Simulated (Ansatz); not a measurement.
The following input was run with Ansatz 0.2.0.

```yaml
crystal:
  lattice:
    - [4.3518802423, 0.0, 0.0]
    - [-2.1759401212, 3.7688388441, 0.0]
    - [0.0, 0.0, 5.2087179672]
  atoms:
    - { symbol: Ba, position: [0.0, 0.0, 0.0] }
    - { symbol: Al, position: [0.6666666667, 0.3333333333, 0.5] }
    - { symbol: Ge, position: [0.3333333333, 0.6666666667, 0.5] }
basis:
  ecutwfc: 500
kpoints:
  mp_grid: { grid: [12, 12, 8] }
  band_path:
    path:
      - [[0.0, 0.0, 0.0], [0.5, 0.0, 0.0], [0.33333333, 0.33333333, 0.0], [0.0, 0.0, 0.0], [0.0, 0.0, 0.5], [0.5, 0.0, 0.5], [0.33333333, 0.33333333, 0.5], [0.0, 0.0, 0.5]]
      - [[0.5, 0.0, 0.5], [0.5, 0.0, 0.0]]
      - [[0.33333333, 0.33333333, 0.5], [0.33333333, 0.33333333, 0.0]]
    npoints: 14
hamiltonian:
  xc: r2scan
scf:
  occupations: { method: gaussian, width: 0.1 }
  n_extra_bands: 7
output:
  forces: true
  stress: true
  eigenvalues: true
  populations: true
  dos: { projected: true, de: 0.02, nscf_kmesh: { grid: [18, 18, 12] } }
  bader: true
  write_density: true
  write_potential: true
  elf: true
  volumetric_format: npy
```

Run as
```bash
ansatz run input.yaml --threads 1 --pin off --max-ram 2560MiB --backend cpu --events-out ev --progress --plain --runs-dir out
```

Level of theory: Ansatz 0.2.0, DFT r2SCAN, scalar-relativistic, plane waves, PAW.

From the run's log, abridged (iterations and final results):

```
SCF iter   1: F=—  HF=-10809.427624 eV  |F-HF|=—  |Δ(HF+E_count)|=         —  Δρ=4.37e-3  dr2=1.56e-2  dr2_τ=8.18e-3  ethr=1.77e-3  ⟨swp⟩=8.9  Hψ=12996  notcnv=0  defer=6
SCF iter   2: F=—  HF=-10809.496223 eV  |F-HF|=—  |Δ(HF+E_count)|=   6.86e-2  Δρ=2.24e-3  dr2=6.39e-3  dr2_τ=1.49e-4  ethr=5.79e-5  ⟨swp⟩=2.0  Hψ=4551  notcnv=0  defer=189
SCF iter   3: F=—  HF=-10809.495949 eV  |F-HF|=—  |Δ(HF+E_count)|=   2.74e-4  Δρ=1.32e-3  dr2=2.61e-3  dr2_τ=5.19e-5  ethr=2.37e-5  ⟨swp⟩=2.3  Hψ=2815  notcnv=0  defer=189
SCF iter   4: F=—  HF=-10809.495822 eV  |F-HF|=—  |Δ(HF+E_count)|=   1.27e-4  Δρ=3.67e-4  dr2=2.54e-4  dr2_τ=3.19e-6  ethr=9.65e-6  ⟨swp⟩=2.4  Hψ=2804  notcnv=0  defer=189
SCF iter   5: F=—  HF=-10809.495868 eV  |F-HF|=—  |Δ(HF+E_count)|=   4.59e-5  Δρ=1.16e-4  dr2=2.93e-5  dr2_τ=4.56e-7  ethr=9.42e-7  ⟨swp⟩=2.3  Hψ=2474  notcnv=0  defer=189
SCF iter   6: F=—  HF=-10809.495879 eV  |F-HF|=—  |Δ(HF+E_count)|=   1.11e-5  Δρ=3.92e-5  dr2=3.46e-6  dr2_τ=2.17e-8  ethr=1.08e-7  ⟨swp⟩=2.1  Hψ=2540  notcnv=0  defer=189
SCF iter   7: F=—  HF=-10809.495880 eV  |F-HF|=—  |Δ(HF+E_count)|=   1.08e-6  Δρ=1.09e-5  dr2=2.27e-7  dr2_τ=5.01e-9  ethr=1.28e-8  ⟨swp⟩=2.0  Hψ=2520  notcnv=0  defer=189
SCF iter   8: F=-10809.495880 eV  HF=-10809.495880 eV  |F-HF|=1.21e-9  |Δ(HF+E_count)|=   4.34e-8  Δρ=2.27e-6  dr2=4.11e-9  dr2_τ=1.43e-10  ethr=3.70e-10  ⟨swp⟩=15.2  Hψ=16555  notcnv=0
SCF 1 converged in 8 iterations: F = -10809.495880 eV  dr2 = 4.11e-9
SCF converged after 8 iterations
Free energy (F): -10809.495880 eV
Harris-Foulkes:  -10809.495880 eV  (|F-HF|=1.21e-9)
Internal energy: -10809.490032 eV  (E = F + TS)
E sigma→0 (E₀):  -10809.492956 eV
Entropy (-TS):   -0.005848 eV (-1.949 meV/atom)
Fermi energy:    8.207148 eV
--- Per-component energies (eV) ---
  E_band       = -205.116144
  E_kinetic    = 302.344813
  E_local      = -3040.101089  (includes V_loc(G=0)·N_el)
  E_nonlocal   = 485.381391
  E_hartree    = 1322.737744
  E_xc         = -262.613655
  E_vxc        = -245.752303  (∫ρ·V_xc dr)
  E_paw        = -7758.898889  (= ΣΔE_a)
  E_vpaw       = -364.493808  (= ΣTr[D̂ρ^β])
  E_aug_tail   = 0.000013  (compensation charges beyond the density's cutoff)
  E_vtau       = 12.030160  (kinetic-family band-sum trace: ∫τ·v_τ [+ j·A + Jᵃ·Aᵃ] dr)
  E_ewald      = -1857.264902
  E_core_change = -1.075458  (= ΣΔE_core)
  E_smearing   = -0.005848  (= −TS)
--- Forces (eV/Å), atoms counted from 1 ---
  atom   1  Ba     0.00000000     0.00000000     0.00000000
  atom   2  Al     0.00000000     0.00000000     0.00000000
  atom   3  Ge     0.00000000     0.00000000     0.00000000
--- Stress (GPa, compression-positive) ---
        0.006402       0.000000       0.000000
        0.000000       0.006402       0.000000
        0.000000       0.000000      -0.017248
  P = ⅓ Tr σ = -0.0015 GPa (-0.015 kbar)
--- Band table (eV; the first three rows and the last of 95) ---
  k-point 0: bands = ["-20.7669", "-16.6357", "-16.6357", "-16.6027", "-16.5968", "-16.5968", "-5.7063", "-5.3929", "-5.3929", "-2.2148", "6.4480", "6.8940", "6.8940", "7.7347", "8.7052", "11.0403", "11.0403", "12.3200", "12.3200", "12.3689", "12.3689"]
  k-point 1: bands = ["-20.7664", "-16.6357", "-16.6357", "-16.6027", "-16.5968", "-16.5968", "-5.7539", "-5.3916", "-5.3916", "-2.1102", "5.9786", "6.9260", "6.9260", "8.1388", "8.8468", "10.7079", "10.7079", "11.8932", "11.8932", "13.0103", "13.0103"]
  k-point 2: bands = ["-20.7652", "-16.6357", "-16.6357", "-16.6026", "-16.5968", "-16.5968", "-5.8611", "-5.3886", "-5.3886", "-1.8566", "5.2560", "7.0073", "7.0073", "8.5799", "9.3787", "10.2463", "10.2463", "11.3010", "11.3010", "12.5734", "14.0514"]
  k-point 94: bands = ["-20.7162", "-16.6346", "-16.6337", "-16.6000", "-16.5980", "-16.5969", "-5.7385", "-5.7371", "-5.6728", "-0.6674", "2.1579", "4.9412", "6.9990", "7.8142", "11.3959", "11.7817", "12.8133", "13.0444", "13.0795", "13.1067", "13.5841"]
--- Löwdin populations: 3 sites ---
  site symbol q [e]
     0     Ba      8.2706
     1     Al      3.4902
     2     Ge     14.8660
  spilling = 0.013824 (of n_electrons = 27.000000)
--- Bader charges: 3 sites ---
  site symbol charge [e]  shift [e]
     0     Ba      1.1649     0.0000
     1     Al      1.0216     0.0018
     2     Ge     -2.1865     0.0018
  estimated error of the sums over rays = 8.3e-4 e
```

Self-consistency was reached.

The run took 64 s on 1 thread of AMD EPYC 9R45 96-Core Processor (Zen 5), with other jobs on the host, peak memory 0.8 GiB.